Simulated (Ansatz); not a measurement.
Ansatz (an electronic-structure program) input:

Ansatz 0.2 input:
```yaml
crystal:
  lattice:
    - [3.3183576574, 0.0, 0.0]
    - [-1.6591788287, 2.8737820302, 0.0]
    - [0.0, 0.0, 5.5628809139]
  atoms:
    - { symbol: Zn, position: [0.0, 0.0, 0.9967319253] }
    - { symbol: Cd, position: [0.6666666667, 0.3333333333, 0.4869472989] }
    - { symbol: O, position: [0.6666666667, 0.3333333333, 0.0987819255] }
    - { symbol: O, position: [0.0, 0.0, 0.6535388504] }
kpoints:
  mp_grid: { grid: [14, 14, 8] }
hamiltonian:
  xc: lda
  pseudopotentials: { kind: paw }
scf:
  occupations: { method: fermi_dirac, width: 0.1 }
phonons:
  method: dfpt
  response_accuracy: low
  eigenvectors: true
  rigid_motions: translations
```

Output (shortened):

```
Pseudopotential: Zn, paw, valence charge 12
Pseudopotential: Cd, paw, valence charge 20
Pseudopotential: O, paw, valence charge 6
Functional definition: SPW92
Crystal: 4 atoms, lattice volume = 53.049 Å³
Basis set: ecut = 420 eV, 1051 PW (Γ), exchange–correlation on 48×48×80 points (8 copies of the dense FFT grid, shifted against one another)
Bands: 27, of which v1, the nominal top of the filled ones, is band 22 counted from 1 (21 counted from 0)
Symmetry: 6 space group operations
k-points: 429 of 1568 (irreducible under 2 space group operations, time reversal used)
SCF iter   1: F=—  HF=-12474.414151 eV  |F-HF|=—  |Δ(HF+E_count)|=         —  Δρ=1.82e-2  dr2=1.54e-1  ethr=1.77e-3  ⟨swp⟩=5.2  Hψ=45225  notcnv=0
preconditioner: auto → Resta (q_TF=auto, 2.645 Å⁻¹)
SCF iter   2: F=—  HF=-12474.375298 eV  |F-HF|=—  |Δ(HF+E_count)|=   3.89e-2  Δρ=4.41e-3  dr2=4.97e-3  ethr=3.49e-4  ⟨swp⟩=3.0  Hψ=24566  notcnv=0  defer=269
SCF iter   3: F=—  HF=-12474.373895 eV  |F-HF|=—  |Δ(HF+E_count)|=   1.40e-3  Δρ=2.06e-3  dr2=1.51e-3  ethr=1.13e-5  ⟨swp⟩=2.2  Hψ=17397  notcnv=0  defer=269
SCF iter   4: F=—  HF=-12474.373446 eV  |F-HF|=—  |Δ(HF+E_count)|=   4.49e-4  Δρ=5.35e-4  dr2=1.40e-4  ethr=3.43e-6  ⟨swp⟩=2.3  Hψ=18367  notcnv=0  defer=269
SCF iter   5: F=—  HF=-12474.373422 eV  |F-HF|=—  |Δ(HF+E_count)|=   2.38e-5  Δρ=2.53e-4  dr2=2.94e-5  ethr=3.18e-7  ⟨swp⟩=2.0  Hψ=16314  notcnv=0  defer=269
SCF iter   6: F=—  HF=-12474.373416 eV  |F-HF|=—  |Δ(HF+E_count)|=   5.58e-6  Δρ=1.14e-4  dr2=5.33e-6  ethr=6.68e-8  ⟨swp⟩=2.0  Hψ=16234  notcnv=0  defer=269
SCF iter   7: F=—  HF=-12474.373417 eV  |F-HF|=—  |Δ(HF+E_count)|=   7.72e-7  Δρ=3.15e-5  dr2=5.03e-7  ethr=1.21e-8  ⟨swp⟩=2.1  Hψ=14845  notcnv=0  defer=269
SCF iter   8: F=—  HF=-12474.373416 eV  |F-HF|=—  |Δ(HF+E_count)|=   8.23e-7  Δρ=1.31e-5  dr2=7.14e-8  ethr=1.14e-9  ⟨swp⟩=2.0  Hψ=16087  notcnv=0  defer=269
SCF iter  13: F=-12474.373416 eV  HF=-12474.373416 eV  |F-HF|=9.09e-12  |Δ(HF+E_count)|=  3.64e-12  Δρ=1.30e-7  dr2=7.97e-12  ethr=1.00e-12  ⟨swp⟩=6.6  Hψ=54230  notcnv=0
SCF 1 converged in 13 iterations: F = -12474.373416 eV  dr2 = 7.97e-12
DFPT response loops at Γ: preconditioner auto → Kerker (q_TF=auto, 2.645 Å⁻¹) (partly filled bands, converged f_vac=0.049) …
SCF converged after 13 iterations
Free energy (F): -12474.373416 eV
Harris-Foulkes:  -12474.373416 eV  (|F-HF|=9.09e-12)
Internal energy: -12474.371487 eV  (E = F + TS)
E sigma→0 (E₀):  -12474.372451 eV
Entropy (-TS):   -0.001930 eV (-0.482 meV/atom)
Fermi energy:    9.074325 eV
--- Per-component energies (eV) ---
  E_band       = -394.342545
  E_kinetic    = 984.783402
  E_local      = -5555.840452  (includes V_loc(G=0)·N_el)
  E_nonlocal   = 764.514768
  E_hartree    = 2446.387763
  E_xc         = -454.531636
  E_vxc        = -459.529810  (∫ρ·V_xc dr)
  E_paw        = -6002.829581  (= ΣΔE_a)
  E_vpaw       = -1021.050566  (= ΣTr[D̂ρ^β])
  E_aug_tail   = 0.004549  (compensation charges beyond the density's cutoff)
  E_ewald      = -4659.377853
  E_core_change = 2.517553  (= ΣΔE_core)
  E_smearing   = -0.001930  (= −TS)
  E_closure    =  0.000000  (closes the sum)
  Σ components = -12474.373416   (vs F -12474.373416, Δ=0.00e0)
  [band-id]    e_kinetic+e_local+e_nonlocal+2·e_hartree+e_vxc+e_vpaw+e_augmentation_tail = -394.342583   (vs E_band -394.342545, Δ=-3.80e-5)
--- Band table (eV; the first three rows and the last of 429) ---
  k-point 0: bands = ["-91.3373", "-52.5246", "-52.5246", "-52.4820", "-8.8455", "-8.1982", "1.5145", "1.5145", "1.5241", "2.3892", "2.3892", "3.1362", "3.1362", "3.2762", "4.0174", "4.1250", "4.1250", "7.8374", "7.8374", "8.4967", "8.7294", "8.7363", …
  k-point 1: bands = ["-91.3373", "-52.5246", "-52.5246", "-52.4820", "-8.8275", "-8.2166", "1.4818", "1.5140", "1.5140", "2.3850", "2.3850", "3.1202", "3.1399", "3.1399", "4.1251", "4.1251", "4.3027", "7.8662", "7.8662", "8.0090", "8.7068", "8.7068", …
  k-point 2: bands = ["-91.3373", "-52.5246", "-52.5246", "-52.4820", "-8.7786", "-8.2664", "1.3840", "1.5129", "1.5129", "2.3749", "2.3749", "2.9142", "3.1493", "3.1493", "4.1251", "4.1251", "4.8647", "7.4309", "7.9464", "7.9464", "8.6256", "8.6256", …
  k-point 428: bands = ["-91.3366", "-52.5364", "-52.5307", "-52.4804", "-8.2754", "-8.0682", "1.5727", "1.8601", "2.1414", "2.2346", "2.5330", "3.3567", "3.4760", "3.6875", "4.1104", "4.2870", "4.7486", "5.4696", "5.9864", "6.1878", "7.4666", "7.6776", …
--- Phonons (Γ-DFPT): 8 representative perturbations + reference, on 429 of 1568 k-points (Σ response iterations 25) ---
  ASR residual: 1.557e-4 → 0.000e0 eV/Å²; symmetrization residual: 7.685e-5 eV/Å²
  ASR residual per site (eV/Å²): 6.41e-5 8.55e-5 1.56e-4 2.82e-5
  Γ frequencies (cm⁻¹): 0.00 0.00 0.00 62.98 62.98 232.76 341.60 341.60 394.78 401.26 401.26 559.31
  non-analytic LO–TO correction: not included (Born effective charges unavailable; polar crystals: no LO–TO splitting at Γ)
```

Cost: around 9 core-minutes (rough) on shared cores.

Space group P3m1. The first step of the workflow began from a Materials Project structure, measured or hypothetical; the Crystallography Open Database copy checked does not list it. Its standing as an ambient phase is unchecked. Symmetry was held in the LDA relaxation; of distortions, only those at the zone centre were tested. As this level gives no gap, phonon frequencies hold no LO–TO term and depend on the k-mesh and smearing (Fermi–Dirac, 0.1 eV here). Spin–orbit coupling is left out wherever it is not named.

Potentials: the later of the program's two PAW sets.

Ansatz is a plane-wave DFT program.
